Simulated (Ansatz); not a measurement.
CoRhN$_{2}$:
```cif
data_CoN2Rh
_chemical_formula_sum 'Co1 Rh1 N2'
_space_group_name_H-M_alt 'P 1'
_space_group_IT_number 1
_cell_length_a 6.23517
_cell_length_b 6.23517
_cell_length_c 6.23517
_cell_angle_alpha 25.134
_cell_angle_beta 25.134
_cell_angle_gamma 25.134
loop_
_space_group_symop_operation_xyz
  'x, y, z'
loop_
_atom_site_label
_atom_site_type_symbol
_atom_site_fract_x
_atom_site_fract_y
_atom_site_fract_z
_atom_site_occupancy
Co1 Co 0.50000 0.50000 0.50000 1
Rh1 Rh 0.00000 0.00000 0.00000 1
N1 N 0.89342 0.89342 0.89342 1
N2 N 0.10658 0.10658 0.10658 1
```
The run is spin-polarised, in the one order tried: ferromagnetic.

This is the r²SCAN-relaxed structure.

Q: All from the program Ansatz at the r²SCAN level (PAW), unless another level is named. Predict the net moment.

A: 0.18 μB per atom.

Q: What about the Bader charges?

A: Co +1.26, Rh +0.55, N -0.90 e.

Space group R-3m. The start of the workflow was typed in or built on a structure type; neither database checked (COD, Materials Project) lists it. Its standing as an ambient phase is unchecked. Symmetry was held in the r²SCAN relaxation; its stability against distortions is not shown here. The final state is ferromagnetic, the only order run, not a proven ground state. Its formation energy is positive at this level, so the cell may be metastable or incomplete. Other orbital occupations within this spin state were not tried. No Hubbard U is applied. For itinerant 3d metals, meta-GGAs of the SCAN family and hybrids are commonly reported to give too large moments.

Potentials: the earlier of the program's two PAW sets. The files were generated under PBE; for other functionals the program regenerates the frozen cores, and for LDA and PBEsol the local potential too.
